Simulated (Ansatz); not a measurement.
The start is a generated cell, La2O3 built in the Bi2Te3 structure type. A full variable-cell relaxation at zero pressure is run with r2SCAN (plane waves to 500 eV, PAW, scalar-relativistic; Ansatz, a first-principles code). The first steps use a coarse 8×8×8 k-mesh.

Input geometry:
```yaml
crystal:
  lattice:
    - [1.69667, 0.97957, 7.87610]
    - [-1.69667, 0.97957, 7.87610]
    - [0.00000, -1.95914, 7.87610]
  atoms:
    - { symbol: La, position: [0.39900, 0.39900, 0.39900] }
    - { symbol: La, position: [0.60100, 0.60100, 0.60100] }
    - { symbol: O, position: [0.00000, 0.00000, 0.00000] }
    - { symbol: O, position: [0.20800, 0.20800, 0.20800] }
    - { symbol: O, position: [0.79200, 0.79200, 0.79200] }
```

```json
{
  "largest_initial_force": "6.58 eV/Å, on La1, La2 (atoms numbered as listed)",
  "outcome": "The space group stays R-3m (No. 166) (the run could not lower it), with 5 atoms in the primitive cell",
  "volume_change": "+23.9 %, from 15.71 to 19.46 Å³/atom",
  "Shortest distances (start → end)": "The closest pairs of elements (up to four, under 3.6 Å), start → end: La–O 2.41 → 2.30 Å; O–O 2.77 → 3.16 Å; La–La 3.39 → 3.80 Å",
  "band_gap_at_the_end": "4.29 eV, indirect (valence top at or next to H2, conduction bottom at Γ) (no spin-orbit coupling)",
  "optimiser_moves": "10"
}
```

Final structure:

```cif
data_La6O9
_chemical_formula_sum 'La6 O9'
_space_group_name_H-M_alt 'R-3m :H'
_space_group_IT_number 166
_space_group_name_Hall '-R 3 2"'
_cell_length_a 3.80177
_cell_length_b 3.80177
_cell_length_c 23.32286
_cell_angle_alpha 90.000
_cell_angle_beta 90.000
_cell_angle_gamma 120.000
loop_
_atom_site_label
_atom_site_type_symbol
_atom_site_symmetry_multiplicity
_atom_site_Wyckoff_symbol
_atom_site_fract_x
_atom_site_fract_y
_atom_site_fract_z
_atom_site_occupancy
La1 La 6 c 0.00000 0.00000 0.40088 1
O1 O 3 a 0.00000 0.00000 0.00000 1
O2 O 6 c 0.00000 0.00000 0.23577 1
```
(The calculation used a cell of 5 atoms; values per cell refer to that cell.)

Final values are on a 10×10×10 k-mesh of the relaxed cell. No spin polarisation in the result.

The run could not lower the symmetry of its start; a shaken copy of this end point relaxes with r2SCAN to P-3m1 (No. 164), 228 meV/atom lower.

The relaxed structure here is a generated cell of La2O3: the first start was made by placing the elements on the sites of a structure type, and the end was not matched to a known phase here, so it may be hypothetical. Known forms of La2O3 include space group No. 164.
